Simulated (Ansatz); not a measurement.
Problem. InPt3N (anti-perovskite, Pm-3m) is relaxed with the program Ansatz at the PBE level (PAW). What lattice parameters of the conventional cell result?

Solution. a = 4.260 Å.

Problem. Is it a metal or does it have a gap at this level?

Solution. No gap at this level.

The start of the workflow was typed in or built on a structure type; neither database checked (COD, Materials Project) lists it. Its standing as an ambient phase is unchecked. The PBE relaxation kept the symmetry of its start; whether a distortion lowers the energy is not shown. The run is not spin-polarised. The volume moved by 20 % from the start of the relaxation. Its formation energy is positive at this level, so the cell may be metastable or incomplete. Spin–orbit coupling is left out wherever it is not named.

Potentials: the earlier of the program's two PAW sets.
